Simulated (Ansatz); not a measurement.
NMR crystallography of ZnS with a Zn vacancy: given against relaxed positions

Start: a supercell of ZnS (space group P6_3mc) built from a structure deposited in the COD, with all atoms left at the host's positions.

```
Zn S
1.0
     5.73405    3.31056    0.00000
    -5.73405    3.31056    0.00000
     0.00000    0.00000   12.52000
Zn S
11 12
Direct
  0.33333 0.66667 0.00000
  0.66667 0.33333 0.00000
  0.00000 0.00000 0.50000
  0.33333 0.66667 0.50000
  0.66667 0.33333 0.50000
  0.33333 0.33333 0.25000
  0.66667 0.00000 0.25000
  0.00000 0.66667 0.25000
  0.33333 0.00000 0.75000
  0.66667 0.66667 0.75000
  0.00000 0.33333 0.75000
  0.00000 0.00000 0.18750
  0.33333 0.66667 0.18750
  0.66667 0.33333 0.18750
  0.00000 0.00000 0.68750
  0.33333 0.66667 0.68750
  0.66667 0.33333 0.68750
  0.33333 0.33333 0.43750
  0.66667 0.00000 0.43750
  0.00000 0.66667 0.43750
  0.33333 0.00000 0.93750
  0.66667 0.66667 0.93750
  0.00000 0.33333 0.93750
```

Atoms are numbered from 1 in the order listed; like atoms form one site, named after its first atom.

The numbers come from a DFT calculation in Ansatz (PBE, plane waves and PAW, scalar-relativistic, collinear spin, 420 eV cutoff, Γ-centred 3×3×2 k-points, Fermi–Dirac smearing 0.01 eV). Start moments as typed (μB): 0 0 0 0 0 0 0 0 0 0 0 0.5 0 0 0 0 0 0 0 0 0.5 0.5 0.5 by atom.

The largest force at the start is 0.38 eV/Å. Relaxing the ions at fixed cell moves them by 0.088 Å at most (atom 12, S) and 0.043 Å rms. End positions:

```
CELL_PARAMETERS angstrom
5.73405 3.31056 0.00000
-5.73405 3.31056 0.00000
0.00000 0.00000 12.52000
ATOMIC_POSITIONS crystal
Zn 0.33333 0.66667 0.99779
Zn 0.66667 0.33333 0.99779
Zn 0.00000 0.00000 0.50105
Zn 0.33333 0.66667 0.50016
Zn 0.66667 0.33333 0.50016
Zn 0.32441 0.32441 0.24663
Zn 0.67559 0.00000 0.24663
Zn 0.00000 0.67559 0.24663
Zn 0.33329 0.00000 0.75527
Zn 0.66671 0.66671 0.75527
Zn 0.00000 0.33329 0.75527
S 0.00000 0.00000 0.18051
S 0.33333 0.66667 0.18726
S 0.66667 0.33333 0.18726
S 0.00000 0.00000 0.68794
S 0.33333 0.66667 0.68774
S 0.66667 0.33333 0.68774
S 0.33298 0.33298 0.43690
S 0.66702 0.00000 0.43690
S 0.00000 0.66702 0.43690
S 0.32978 0.00000 0.93941
S 0.67022 0.67022 0.93941
S 0.00000 0.32978 0.93941
```

| site | atom | moved (Å) | first shell before | first shell after | V_zz before (10²¹ V/m²) | η before |
| --- | --- | --- | --- | --- | --- | --- |
| Zn1 | 1 | 0.028 | 4 S at 2.34–2.35 Å | 4 S at 2.34–2.37 Å | -0.46 | 0.00 |
| Zn3 | 3 | 0.013 | 4 S at 2.34–2.35 Å | 4 S at 2.34–2.35 Å | -0.006 | 0.00 |
| Zn6 | 6 | 0.073 | 4 S at 2.34–2.35 Å | 4 S at 2.30–2.38 Å | -0.87 | 0.37 |
| Zn9 | 9 | 0.066 | 4 S at 2.34–2.35 Å | 4 S at 2.31–2.36 Å | -0.65 | 0.37 |
| S12 | 12 | 0.088 | 3 Zn at 2.34 Å | 3 Zn at 2.30 Å | -3.25 | 0.00 |
| S13 | 13 | 0.003 | 4 Zn at 2.34–2.35 Å | 4 Zn at 2.36–2.37 Å | -0.39 | 0.00 |
| S15 | 15 | 0.006 | 4 Zn at 2.34–2.35 Å | 4 Zn at 2.34–2.36 Å | -0.29 | 0.00 |
| S16 | 16 | 0.003 | 4 Zn at 2.34–2.35 Å | 4 Zn at 2.35–2.36 Å | 0.34 | 0.00 |
| S18 | 18 | 0.008 | 4 Zn at 2.34–2.35 Å | 4 Zn at 2.35–2.38 Å | 0.37 | 0.44 |
| S21 | 21 | 0.034 | 3 Zn at 2.34–2.35 Å | 3 Zn at 2.31–2.34 Å | -1.97 | 0.75 |

**Question.** What are V_zz and η after the relaxation?

**Answer.** 

```tsv
site	atom	V_zz after	η after	change of V_zz
Zn1	1	0.22	0.00	+0.68
Zn3	3	-0.26	0.00	-0.25
Zn6	6	-2.04	0.35	-1.17
Zn9	9	-1.96	0.17	-1.31
S12	12	-4.06	0.00	-0.81
S13	13	-0.89	0.00	-0.50
S15	15	0.099	0.00	+0.39
S16	16	0.77	0.00	+0.43
S18	18	0.39	0.61	+0.02
S21	21	1.94	0.77	–
```

The largest change of V_zz along a kept axis is on Zn9, from -0.65 to -1.96. In per cent, |V_zz| changes by +25 on S (all sites that start above 2). Where |V_zz| stays above 0.1 and the axes keep their order, η moves most on Zn9, from 0.37 to 0.17. V_zz changes sign on Zn1 (same axis), S15 (same axis). On S21 the largest principal value lies along another axis in the second run, so the two V_zz can't be compared directly. The table leaves out 1 of the 11 sites, with |V_zz| up to 0.30; their tensors move by 0.12 at most along any direction. The statements above cover all sites. The electronic state changes along with the positions (absolute moment from 1.5 to 1.3 μB), so the changes aren't those of geometry alone.

The defect repeats with the cell of 23 atoms, so it feels its images: sites between two images don't show the values beside a lone defect, and zeros or small values of η there can come from the images' arrangement. S and Zn carry a gradient in the pure host already, so the values there aren't the defect's effect alone. The defect cell has no gap above 0.1 eV on its mesh, so the values can hang on the smearing and the k-mesh.
Before: The neighbours have not yet relaxed around the defect (largest force 0.38 eV/Å), so a real crystal will differ.
After: The relaxation keeps the symmetry of the vacancy's site, so distortions that break it, Jahn–Teller ones too, aren't explored.
